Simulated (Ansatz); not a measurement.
Crystals of one structure type (zinc blende), relaxed and computed with the program Ansatz at the HSE06 level (PAW).

```csv
crystal,a (Å),gap (eV),B₀ by P(V) fit (GPa)
GaN,4.498,3.00,198
GaP,5.465,2.27,87.7
GaAs,5.682,1.29,72.4
GaSb,6.139,0.74,53.8
```

All cells were relaxed under the symmetry of their starts (and spin orders); stability against distortions was not tested throughout. Scalar-relativistic: spin–orbit coupling is off unless named, which matters more the heavier the elements.

Potentials: the later of the program's two PAW sets.
